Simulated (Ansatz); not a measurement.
Given:

NiSb:
```
CELL_PARAMETERS angstrom
      3.97416     0.00000     0.00000
     -1.98708     3.44172     0.00000
      0.00000     0.00000     5.15929
ATOMIC_POSITIONS crystal
  Ni 0.00000 0.00000 0.00000
  Ni 0.00000 0.00000 0.50000
  Sb 0.33333 0.66667 0.25000
  Sb 0.66667 0.33333 0.75000
```

This is the PBE-relaxed structure.

All from plane-wave PAW PBE (Ansatz code), unless another level is named. Predict the highest zone-centre frequency.

246 cm^-1.

Next, the bulk modulus (Birch–Murnaghan fit)?

113 GPa.

Space group P6_3/mmc (NiAs type). The PBE relaxation kept the symmetry of its start; of distortions, only those at the zone centre were tested. The workflow began spin-polarised and lost its moments. As this level gives no gap, phonon frequencies hold no LO–TO term and depend on the k-mesh and smearing (Fermi–Dirac, 0.1 eV here). On the denser mesh and wider smearing of the elastic run this cell carries a stress of 0.3 GPa. Spin–orbit coupling is left out wherever it is not named.

Potentials: the later of the program's two PAW sets.
